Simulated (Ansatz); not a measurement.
RbZnCl₃ (cubic perovskite), relaxed with r2SCAN in Ansatz. Space group Pm-3m (No. 221), cubic; a = 4.938 Å in the conventional setting, 24.08 Å³ an atom. Around Rb lie 12 Cl at 3.49 Å; around Zn lie 6 Cl at 2.47 Å; around Cl lie 2 Zn at 2.47 Å and 4 Rb at 3.49 Å.

The axes x, y and z are those of this cell:
```
CELL_PARAMETERS angstrom
4.93807 0.00000 0.00000
0.00000 4.93807 0.00000
0.00000 0.00000 4.93807
ATOMIC_POSITIONS crystal
Rb 0.00000 0.00000 0.00000
Zn 0.50000 0.50000 0.50000
Cl 0.50000 0.50000 0.00000
Cl 0.50000 0.00000 0.50000
Cl 0.00000 0.50000 0.50000
```

Unstrained: With PBE the valence top lies at R and the conduction bottom at Γ, 1.538 eV higher; the smallest vertical gap, at Γ, is 1.968 eV. The r2SCAN gap is indirect, 2.190 eV (R to Γ), below the direct gap of 2.634 eV at Γ. With HSE06 the valence top lies at R and the conduction bottom at Γ, 3.028 eV higher; the smallest vertical gap, at Γ, is 3.438 eV. Meshes: PBE 6×6×6, r2SCAN 6×6×6, HSE06 4×4×4. Strains are changes of length per length, and xy shears are angles. After each strain the atoms were relaxed again with r2SCAN within the symmetry that the strain leaves, so tilts or polar shifts that break it weren't tested; points keep the names that they have in the unstrained zone. Note: simulated data, non-magnetic, for a generated structure that need not be the stable one.

(1) One strain changed the r2SCAN stress by xx +0.10, yy +0.10, zz -0.01, xy +1.24 GPa (compression positive) and the gap by -0.115 eV (PBE), -0.116 eV (r2SCAN), -0.123 eV (HSE06). Which kind of strain was it, and roughly how large?

(2) Estimate what epitaxial -2.0 % in the xy plane, free normal strain +1.95 % does to the gap.

(3) Apply uniaxial +2.0 % along x, other directions held. How far does the gap move, against the unstrained cell?

(4) Estimate what isotropic -4.0 % on every length does to the gap.

Results:

(1) Xy shear, engineering strain (angle) -5.0 %. The pattern of the stress gives the kind; the size needs the stiffness, so it is an estimate.

(2) PBE: the gap goes from 1.538 to 1.575 eV (+0.037 eV). r2SCAN: the gap goes from 2.190 to 2.227 eV (+0.037 eV). HSE06: the gap goes from 3.028 to 3.071 eV (+0.043 eV). The r2SCAN energy rises by 4.7 meV an atom.

(3) PBE: the gap goes from 1.538 to 1.453 eV (-0.085 eV). r2SCAN: the gap goes from 2.190 to 2.102 eV (-0.088 eV). HSE06: the gap goes from 3.028 to 2.935 eV (-0.093 eV). The r2SCAN energy rises by 1.8 meV an atom.

(4) PBE: the gap goes from 1.538 to 1.791 eV (+0.253 eV). r2SCAN: the gap goes from 2.190 to 2.450 eV (+0.260 eV). HSE06: the gap goes from 3.028 to 3.358 eV (+0.330 eV). The r2SCAN energy rises by 54.0 meV an atom.

The meshes of the hybrids are coarse, so their gaps aren't converged to the digits shown.
